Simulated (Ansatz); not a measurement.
The relaxed structure here is a generated cell of Si2W: the first start was made by a random draw of sites in a space group, and the end was not matched to a known phase here, so it may be hypothetical. Known forms of Si2W include space group No. 139.

The end point of a relaxation of Si$_{2}$W. Computed with r2SCAN (plane waves to 500 eV, PAW, scalar-relativistic; Ansatz, a quantum-chemistry and plane-wave program).

```xyz
9
Lattice="4.5808 0.0000 0.0000 -2.2904 3.9671 0.0000 0.0000 0.0000 6.6110" Properties=species:S:1:pos:R:3 pbc="T T T"
Si     3.4569     0.6489     1.1018
Si     2.2904     2.6693     3.3055
Si     1.1239     0.6489     5.5091
Si    -1.1665     3.3182     1.1018
Si     1.1665     3.3182     5.5091
Si     0.0000     1.2978     3.3055
W      2.2904     0.0000     3.3055
W     -1.1452     1.9835     5.5091
W      1.1452     1.9835     1.1018
```

Q: Find the space group and the Wyckoff positions (tolerance 0.01 Å).

A: Space group P6₄22 (No. 181); a = 4.581 Å, b = 4.581 Å, c = 6.611 Å, α = 90.00°, β = 90.00°, γ = 120.00°

| atom | site | symmetry | x | y | z |
|---|---|---|---|---|---|
| Si | 6j | ..2 | 0.1636 | 0.3271 | 0.5000 |
| W | 3d | 222 | 0.5000 | 0.0000 | 0.5000 |

Q: Give the shortest distances between elements (the closest pairs, up to four, under 3.6 Å).

A: Si–Si 2.56 Å; Si–W 2.58 Å; W–W 3.18 Å.

The volume per atom is 13.35 Å³, the band gap is 0.12 eV, indirect (valence top at L, conduction bottom at M) (no spin-orbit coupling) and the smallest direct gap comes out as 0.82 eV at k = (0, -0.5, 0).

No spin polarisation in the result. Spin-orbit coupling is missing; with elements this heavy it can move band edges by tenths of an eV or more.

The run could not lose the symmetry of its start, so the end can be a saddle point.
